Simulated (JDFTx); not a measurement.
Input for JDFTx (a modified build): Ca (SMILES [Ca+2]), charge +2, multiplicity 1, vacuum; lengths in bohr, energies in hartree. JDFTx counts charge in electrons: elec-initial-charge is the number of excess electrons.

```
lattice \
  14.1729459347 0.0000000000 0.0000000000 \
  0.0000000000 14.1729459347 0.0000000000 \
  0.0000000000 0.0000000000 14.1729459347
coords-type Cartesian
ion Ca 0.0000000000 0.0000000000 0.0000000000 0
ion-species pseudo/ca_pbe_v1.upf
elec-cutoff 12 60
elec-ex-corr gga-PBE
symmetries none
coulomb-interaction Isolated
coulomb-truncation-embed 0 0 0
elec-n-bands 4
elec-initial-charge -2
electronic-minimize nIterations 150 energyDiffThreshold 1e-7
dump-name s0.$VAR
dump End State Ecomponents EigStats BandEigs Forces ElecDensity IonicPositions
```

The minimisation and the closing blocks of the log:

```
ElecMinimize: Iter:   0  Etot: -36.181819357528738  |grad|_K:  4.509e-04  alpha:  1.000e+00
ElecMinimize: Iter:   1  Etot: -36.184041607625360  |grad|_K:  1.582e-04  alpha:  4.828e-01  linmin:  6.789e-03
ElecMinimize: Iter:   2  Etot: -36.184314863569782  |grad|_K:  3.686e-05  alpha:  4.808e-01  linmin:  1.112e-03
ElecMinimize: Iter:   3  Etot: -36.184329800729721  |grad|_K:  1.353e-05  alpha:  4.829e-01  linmin:  1.489e-04
ElecMinimize: Iter:   4  Etot: -36.184330805857073  |grad|_K:  4.879e-06  alpha:  2.409e-01  linmin: -7.526e-06
ElecMinimize: Iter:   5  Etot: -36.184330992759179  |grad|_K:  1.402e-06  alpha:  3.447e-01  linmin:  3.773e-05
ElecMinimize: Iter:   6  Etot: -36.184331009053182  |grad|_K:  3.569e-07  alpha:  3.636e-01  linmin:  2.537e-05
ElecMinimize: Iter:   7  Etot: -36.184331010131388  |grad|_K:  1.219e-07  alpha:  3.716e-01  linmin:  2.979e-05
ElecMinimize: Converged (|Delta Etot|<1.000000e-07 for 2 iters).

# Ionic positions in cartesian coordinates:
ion Ca   0.000000000000000   0.000000000000000   0.000000000000000 0

# Forces in Cartesian coordinates:
force Ca   0.000000120118967   0.000004089917821  -0.000000760528257 0

# Energy components:
       EH =       23.3948836736903232
     Eloc =      -67.2048594780377186
      Enl =        2.7342317250010706
      Exc =       -5.4422488235886579
 Exc_core =        0.5415541036892255
       KE =        9.7921077891143717
-------------------------------------
     Etot =      -36.1843310101313875


	eMin: -2.287583 at state 0 ( [ +0.000000 +0.000000 +0.000000 ] spin 0 )
	HOMO: -1.582569 at state 0 ( [ +0.000000 +0.000000 +0.000000 ] spin 0 )
```

The run took 8 electronic cycles; the highest occupied level lies at -43.06 eV from the vacuum level.
